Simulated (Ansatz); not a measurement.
A generator proposed this cell of ScTiC₄N₄.

```
Sc Ti C N
1.0
     6.02985    0.00000    0.00000
     0.00000    6.02985    0.00000
     0.00000    0.00000    6.02985
Sc Ti C N
1 1 4 4
Direct
  0.00000 0.00000 0.00000
  0.50000 0.50000 0.50000
  0.19360 0.19360 0.19360
  0.19360 0.80640 0.80640
  0.80640 0.19360 0.80640
  0.80640 0.80640 0.19360
  0.30563 0.30563 0.30563
  0.30563 0.69437 0.69437
  0.69437 0.30563 0.69437
  0.69437 0.69437 0.30563
```

All numbers below come from DFT PBE, scalar-relativistic, plane waves, PAW (Ansatz 0.2.0). Plane waves to 420 eV, a k mesh through Γ of 4×4×4 on the computed 10-atom cell and Gaussian smearing (0.10 eV); collinear spin from starting moments 0.0 1.0 0.0 0.0 0.0 0.0 0.0 0.0 0.0 0.0 μB.

The zero of energy is the elements' standard structures at the same level (N₂ as a molecule); no fitted shifts are applied.

Problem. Estimate its pressure, forces and energy as it stands.

Solution. The pressure is 7.4 GPa (it wants to expand), the largest force is 2.04 eV/Å, and the energy is +0.19 eV/atom against the elements. The shortest distance is 1.17 Å.

Problem. Is it a good guess?

Solution. A fair one: relaxing gains about 0.12 eV/atom (the start's value is from the coarse mesh, so the gain is rough) in 10 ionic steps and ends at +0.07 eV/atom on the finer mesh. The symmetry stays P-43m (No. 215). The volume per atom grows by 11.5 %, from 21.9 to 24.5 Å³. The shortest distance goes from 1.17 Å (C–N) to 1.19 Å (C–N). Conventional cell: a = 6.254 Å. Sc is surrounded by 4 C at 2.24 Å; Ti is surrounded by 4 N at 1.99 Å; C is surrounded by 1 N at 1.19 Å and 1 Sc at 2.24 Å; N has 1 C at 1.19 Å and 1 Ti at 1.99 Å.

The last run used collinear spin, a 6×6×6 mesh for its 10-atom cell and Gaussian smearing of 0.10 eV. The reference form of C is held partly by dispersion forces, which this level lacks. The magnetic state reached may not be the lowest. The relaxation can't lower the symmetry of the start, and the grade says only how near the guess is to its own end. Symmetry constrained the relaxation, so the result can be a saddle point.
